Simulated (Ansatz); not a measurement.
MgS (rock salt, space group No. 225), PBE in the plane-wave PAW code Ansatz: ε∞ = 5.41, cell volume 35.76 Å³. Infrared-active transverse modes:

```csv
ω_TO (cm⁻¹),oscillator strength S_xx (e²/amu)
223.7,0.3980
```

Compute the static dielectric constant.

Each mode adds (4.921e7/V) S/ω²: 10.94. So ε0 = 16.4.

What LO frequency does the Lyddane–Sachs–Teller relation give?

ω_LO = ω_TO √(ε0/ε∞) = 389 cm⁻¹.

Space group Fm-3m (rock salt). The cell was relaxed with PBE under the symmetry of its start; phonons on a q-mesh show no instability.

Potentials: the later of the program's two PAW sets.
